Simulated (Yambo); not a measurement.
Yambo run on RbH (rock salt, space group Fm-3m, No. 225). The wavefunctions come from this Quantum ESPRESSO step (PBEsol, PseudoDojo standard norm-conserving files, fully relativistic):

```
&CONTROL
  calculation = 'nscf'
  pseudo_dir = './pseudo'
  outdir = './out'
/
&SYSTEM
  ibrav = 0
  nat = 2
  ntyp = 2
  ecutwfc = 72.0
  ecutrho = 288.0
  occupations = 'fixed'
  force_symmorphic = .true.
  nbnd = 191
  noncolin = .true.
  lspinorb = .true.
/
&ELECTRONS
  conv_thr = 2e-09
  diago_full_acc = .true.
  diago_thr_init = 1e-08
/
ATOMIC_SPECIES
H 1.0080 H.upf
Rb 85.4678 Rb.upf
CELL_PARAMETERS angstrom
  0.000000000000   3.004080000000   3.004080000000
  3.004080000000   0.000000000000   3.004080000000
  3.004080000000   3.004080000000   0.000000000000
ATOMIC_POSITIONS crystal
H   0.000000000000   0.000000000000   0.000000000000
Rb   0.500000000000   0.500000000000   0.500000000000
K_POINTS automatic
4 4 4 0 0 0
```

Yambo input:

```
rim_cut
gw0
dyson
el_el_corr
HF_and_locXC
ppa
em1d
RandQpts= 1000000
RandGvec= 1 Ry
EXXRLvcs= 72 Ry
VXCRLvcs= 288 Ry
Chimod= "HARTREE"
% BndsRnXp
 1 | 190 |
%
NGsBlkXp= 8 Ry
% LongDrXp
 1.0 | 1.0 | 1.0 |
%
PPAPntXp= 27.2114 eV
% GbndRnge
 1 | 190 |
%
GTermKind= "BG"
DysSolver= "n"
ExtendOut
% QPkrange
 1 | 1 | 10 | 11 |
 3 | 3 | 8 | 12 |
 7 | 7 | 10 | 11 |
 8 | 8 | 10 | 11 |
%
```

k points by index: 1 = Γ, 3 = L, 7 = X, 8 = W.

Table of the .qp output:

```
#    K-point    Band    Eo [eV]    E [eV]    E-Eo [eV]    Vxc [eV]    Vnlxc [eV]    Sc|Eo [eV]    Sc|E [eV]    dSc/dw|Eo [eV]    Re(Z)    Im(Z)
#
    1    10    -1.949001    -3.931564    -1.982563    -8.303096    -12.21315    1.484631    1.927496    -6.078742    0.817399    0.001124
    1    11    6.720295    7.376138    0.655843    -8.881042    -4.565132    -3.515657    -3.660068    -5.992265    0.819529    0.625907E-3
    3    8    -9.774918    -12.40470    -2.629784    -15.12063    -20.85019    2.573405    3.099767    -5.435154    0.833320    -0.012739
    3    9    -0.15710E-12    -1.862628    -1.862628    -10.11790    -13.63413    1.206859    1.653600    -6.526039    0.806561    -0.001525
    3    10    0.000000    -1.862628    -1.862628    -10.11790    -13.63413    1.206859    1.653600    -6.526039    0.806561    -0.001525
    3    11    2.722066    3.373789    0.651722    -6.583000    -2.833893    -2.986568    -3.097385    -4.626035    0.854696    -0.001217
    3    12    2.722066    3.373789    0.651722    -6.583000    -2.833893    -2.986568    -3.097385    -4.626035    0.854696    -0.001217
    7    10    -0.774282    -2.654047    -1.879765    -9.280167    -12.95503    1.333257    1.795102    -6.685039    0.802776    -0.001787
    7    11    4.398361    5.278827    0.880466    -6.922610    -2.612445    -3.274794    -3.429699    -4.786599    0.850407    -0.001317
    8    10    -0.421737    -2.286775    -1.865038    -9.654260    -13.24503    1.271588    1.725732    -6.625563    0.804188    -0.001615
    8    11    4.738935    5.497053    0.758119    -7.084147    -2.968751    -3.220235    -3.357278    -4.917925    0.846931    -0.001355
```
(The two width columns are left out.) Convergence of these settings isn't established.

Geometry of the Materials Project entry, not relaxed at this level.
